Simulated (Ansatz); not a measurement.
Gd (hcp)

Level of theory: DFT, LDA, scalar-relativistic, collinear spin; plane waves to 420 eV with PAW datasets (Ansatz 0.2.0), 14×14×8 k-mesh, Gaussian smearing of 0.05 eV; PAW files: Ansatz's generated set soft_2.

```yaml
crystal:
  lattice:
    - [3.47778, 0.00000, 0.00000]
    - [-1.73889, 3.01184, 0.00000]
    - [0.00000, 0.00000, 5.52101]
  atoms:
    - { symbol: Gd, position: [0.33333, 0.66667, 0.75000] }
    - { symbol: Gd, position: [0.66667, 0.33333, 0.25000] }
```

Magnetic state: antiferromagnetic, site spin moments Gd 7.16, -7.16 μB.

Cell and atoms are those of this level's equilibrium.

Path: Γ–M–K–Γ–A–L–H–A | L–M | H–K, with Γ = (0.000, 0.000, 0.000), M = (0.500, 0.000, 0.000), K = (0.333, 0.333, 0.000), A = (0.000, 0.000, 0.500), L = (0.500, 0.000, 0.500), H = (0.333, 0.333, 0.500) in reciprocal vectors of the calculation's cell.

Levels between -3 and 3 eV from the Fermi level at the path's named points (both spins alike):
```tsv
point	below E_F (eV)	above E_F (eV)
Γ	-2.18	0.47 0.59 0.65 0.65 0.72 0.72 0.93 1.80 1.80 2.28 2.41 2.99 2.99
M	-1.91 -1.38 -1.13	0.55 0.61 0.66 0.72 0.80 0.82 0.82 1.16 1.59 2.08 2.68
K	-1.17 -0.48 -0.12 -0.07	0.59 0.60 0.67 0.68 0.69 0.83 0.85 1.31 1.88
A	-2.75	0.22 0.48 0.69 0.69 0.80 0.80 0.93 1.41 1.47 1.49 1.49 2.14 2.14
L	-2.09 -1.89 -0.38	0.23 0.62 0.66 0.69 0.71 0.82 0.83 0.88 2.62 3.00
H	-0.67 -0.59 -0.45 -0.23	0.37 0.64 0.68 0.73 0.85 0.94 1.01 1.19 1.59
```

Problem. By these bands, is it a metal or an insulator, and if it has a gap, where are the band edges on this path?

Solution. A metal: bands cross the Fermi level.

Without a U the 4f levels of Gd lie too near the Fermi level, so their share of the states there, and what hangs on it, is overstated. Scalar-relativistic only: spin–orbit splittings of the heavy atoms' levels are missing. The run wasn't fully tested for a lower electronic state. Site moments are of spin, integrated over atomic spheres. Real Gd is ferromagnetic; semilocal functionals with the 4f shell in the valence wrongly favour antiparallel order. The relaxed cell is 13 % smaller in volume than the cell of this structure in the Crystallography Open Database (33.05 Å³/atom, 1963).
